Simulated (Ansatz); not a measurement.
## Structure relaxation, AlNi

The start is a relaxed AlNi cell displaced along its unstable phonon at q = (½, ½, 0) of its primitive reciprocal cell (101i cm⁻¹), largest move 0.15 Å. Cell shape, volume and atoms are optimised at zero target pressure with PBE (plane waves to 420 eV, PAW, scalar-relativistic; Ansatz, a program for electronic structure). First-step values are on the input's coarse k-mesh.

Ansatz input (later rounds restart from its end on a renewed k-mesh):
Ansatz 0.2 input:
```yaml
crystal:
  lattice:
    - [6.234482778, 0, 0]
    - [3.117241389, 3.117241389, 0]
    - [0, 0, 5.2315279783]
  atoms:
    - { symbol: Al, position: [0.2253857831, 0.0037010636, 0.6597740283] }
    - { symbol: Al, position: [0.7746142169, -0.0037010636, 0.6597740283] }
    - { symbol: Al, position: [0.7253857831, 0.5455273702, 0.3402259717] }
    - { symbol: Al, position: [0.2746142169, 0.4544726298, 0.3402259717] }
    - { symbol: Ni, position: [0.2240699132, 0.0038989216, 0.1449687633] }
    - { symbol: Ni, position: [0.7759300868, -0.0038989216, 0.1449687633] }
    - { symbol: Ni, position: [0.7240699132, 0.547961252, 0.8550312367] }
    - { symbol: Ni, position: [0.2759300868, 0.452038748, 0.8550312367] }
basis: { ecutwfc: 420, ecutrho_ratio: 4, xc_grid: 2, fft_grid_basis: typed }
kpoints: { mp_grid: { grid: [10, 10, 6] } }
hamiltonian:
  xc: pbe
  dispersion: none
  pseudopotentials: { azcp: { folder: ./paw }, kind: paw }
scf: { occupations: { method: fermi_dirac, width: 0.05 } }
relax: { f_tol: 0.01, max_steps: 100, cell: { stress_tol: 0.02 } }
output: { forces: true, stress: true }
```

Largest initial force: 0.17 eV/Å, on Ni5, Ni6, Ni7, Ni8 (atoms numbered as listed)
Energy released: 0.03 eV/atom
Volume change: -1.0 %, from 12.71 to 12.58 Å³/atom
Relative to the parent: It does not go back: it reaches Pbcm (No. 57), 0.04 eV/atom below the parent
Shortest distances (start → end): The closest pairs of elements (up to four, under 3.6 Å), start → end: Al–Ni 2.43 → 2.45 Å; Ni–Ni 2.68 → 2.72 Å; Al–Al 2.77 → 2.77 Å
Band gap at the end: zero (metallic)
Optimiser moves: 9

Final structure:

```cif
data_Al4Ni4
_chemical_formula_sum 'Al4 Ni4'
_space_group_name_H-M_alt 'Pbcm'
_space_group_IT_number 57
_space_group_name_Hall '-P 2c 2b'
_cell_length_a 5.05780
_cell_length_b 4.57068
_cell_length_c 4.35380
_cell_angle_alpha 90.000
_cell_angle_beta 90.000
_cell_angle_gamma 90.000
loop_
_atom_site_label
_atom_site_type_symbol
_atom_site_symmetry_multiplicity
_atom_site_Wyckoff_symbol
_atom_site_fract_x
_atom_site_fract_y
_atom_site_fract_z
_atom_site_occupancy
Al1 Al 4 d 0.66134 0.06343 0.25000 1
Ni1 Ni 4 d 0.14732 0.07036 0.25000 1
```

Final values are on a 9×10×11 k-mesh of the relaxed cell. No spin polarisation in the result. A magnetic state may lie lower.

The run could not lose the symmetry of its start, so the end can be a saddle point.

The relaxed structure here is a generated cell of AlNi: the first start was made by placing the elements on the sites of a structure type, and the end was not matched to a known phase here, so it may be hypothetical. Known forms of AlNi include space group No. 221.
